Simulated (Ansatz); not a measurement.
# Stress against strain in MgAu

```xyz
2
Lattice="3.2590 0.0000 0.0000 0.0000 3.2590 0.0000 0.0000 0.0000 3.2590" Properties=species:S:1:pos:R:3 pbc="T T T"
Mg    1.6295    1.6295    1.6295
Au    0.0000    0.0000    0.0000
```

Atom numbers follow the list: Mg1, Au2.

The cell comes from COD entry 9008804, which wasn't checked; take it as a given geometry.

No spin–orbit coupling, which matters for the heavy atoms here.

Computed with DFT, LDA, all-electron LAPW, scalar-relativistic in Ansatz 0.2.0.

The runs use a Γ-centred 13×13×13 k mesh, Fermi–Dirac smearing of 0.05 eV, basis error target 0.25 meV/atom, no spin polarisation.

The strain is applied along the Cartesian axes of the cell as listed (the other components stay zero). Fractional coordinates are held (clamped ions).

σ is the change of stress from the unstrained cell, which is at -3.49 GPa; tension is positive, so slopes are stress–strain coefficients at that pressure. In a metal the k mesh adds noise.

Only quantities that a quadratic follows smoothly over the whole series are listed; rougher ones are left out.

```
    εzz  σzz (GPa)  σxx (GPa)
-0.0200      -2.17      -1.66
 0.0000       0.00       0.00
 0.0100       0.80       0.83
 0.0200       1.61       1.58
```

Question: Fit the series and read off the stiffness at zero strain.

Answer: Least-squares fits y = p0 + p1 x + p2 x² to the rows give σzz (GPa): p1 = 94, p2 = -630; σxx (GPa): p1 = 81.2, p2 = -130. So C11 = 94 GPa and C12 = 81 GPa, which gives B = (C11 + 2 C12)/3 = 85 GPa.

Question: One run, at εzz = -0.0100, is withheld. Predict its row.

Answer: The fits give -1.04, -0.81; the run gave -0.98, -0.84.
